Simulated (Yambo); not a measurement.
Material: MoTe2 (space group P6_3/mmc, No. 194); a = b = 3.496 Å, c = 13.690 Å, α = β = 90.00°, γ = 120.00° (6 atoms in the cell). Cell and atoms were relaxed with PBE+D3(BJ) from Materials Project entry mp-602, within its symmetry.

With PBE (stringent potentials; pw.x of Quantum ESPRESSO, ONCV potentials, no spin-orbit coupling), the gap between the mesh's edge points (Γ → K) is 0.949 eV.

**Question.** What does a G0W0 run in Yambo give for it (3×3×1 Γ-centred k mesh, bands 19 to 475 and a 12 Ry block in the screening, 475 bands in G with the Bruneval-Gonze terminator, plasmon pole fitted at 27.2 eV)?

**Answer.** The correction is 0.224 eV, giving 1.173 eV, 1.2 times the PBE value. The mesh misses a band edge: along a dense path the PBE gap is 0.60 eV against 0.95 eV on the mesh. Nearest settings tried, and what they do to the gap: 268 bands in G: +1 meV; 268 bands in W, 268 bands in G: -17 meV; 7 Ry block (315 vectors against 713): -44 meV. Not varied: mesh. So the settings aren't converged at that level. The k mesh is coarse. Spin-orbit coupling is left out, which matters for elements this heavy: edges can move by tenths of an eV.
